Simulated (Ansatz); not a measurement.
BaTiO3:
```yaml
crystal:
  lattice:
    - [0.00000, 2.82906, -2.83947]
    - [0.00000, 2.82906, 2.83947]
    - [3.94977, 0.00000, 0.00000]
  atoms:
    - { symbol: Ba, position: [0.99625, 0.00375, 0.00000] }
    - { symbol: Ti, position: [0.48346, 0.51654, 0.50000] }
    - { symbol: O, position: [0.50971, 0.98135, 0.50000] }
    - { symbol: O, position: [0.01865, 0.49029, 0.50000] }
    - { symbol: O, position: [0.51204, 0.48796, 0.00000] }
```

DFT-PBEsol in the program Ansatz with PAW potentials gives a gap of 2.15 eV without spin–orbit coupling, maximum at T, minimum at Γ.

Question: What happens when spin–orbit coupling is switched on?

Answer: The gap is nearly the same, to 2.15 eV; maximum at T, minimum at Γ.

Question: Give the electron effective mass with spin–orbit coupling.

Answer: 0.47, 0.77, 1.1 mₑ (principal values).

Space group Amm2. This is a known low-temperature phase of the composition, computed here at zero pressure and temperature. The cell was relaxed with PBEsol under the symmetry of its start; its stability against distortions is not shown here. The run is not spin-polarised.

Potentials: the earlier of the program's two PAW sets.
